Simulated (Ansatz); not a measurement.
# Ga2O3 (R-3c), zone-centre modes

Level of theory: Ansatz, DFT r2SCAN, scalar-relativistic, plane waves, PAW. The runs took a 500 eV cutoff, a Γ-centred 6×6×6 mesh and Gaussian smearing (0.05 eV). No spin polarisation.

The undisturbed cell (relaxed at this level; this form isn't the usual structure):

```
Ga O
1.0
     2.49230    1.43893    4.48067
    -2.49230    1.43893    4.48067
     0.00000   -2.87786    4.48067
Ga O
4 6
Direct
  0.35540 0.35540 0.35540
  0.14460 0.14460 0.14460
  0.64460 0.64460 0.64460
  0.85540 0.85540 0.85540
  0.55363 0.94637 0.25000
  0.25000 0.55363 0.94637
  0.94637 0.25000 0.55363
  0.44637 0.05363 0.75000
  0.75000 0.44637 0.05363
  0.05363 0.75000 0.44637
```

Harmonic modes by finite displacements of 0.02 Å, without the LO–TO term.

Task: At this geometry, is the structure stable against these modes?

Result: Yes: no mode is imaginary beyond 10 cm⁻¹, and only the three translations lie near zero.

Task: List the wavenumbers in cm⁻¹.

Result: 0, 0, 0, 158, 217, 223, 223, 239, 239, 272, 286, 286, 328, 328, 333, 333, 338, 429, 429, 468, 468, 477, 540, 564, 564, 567, 623, 682, 682, 700.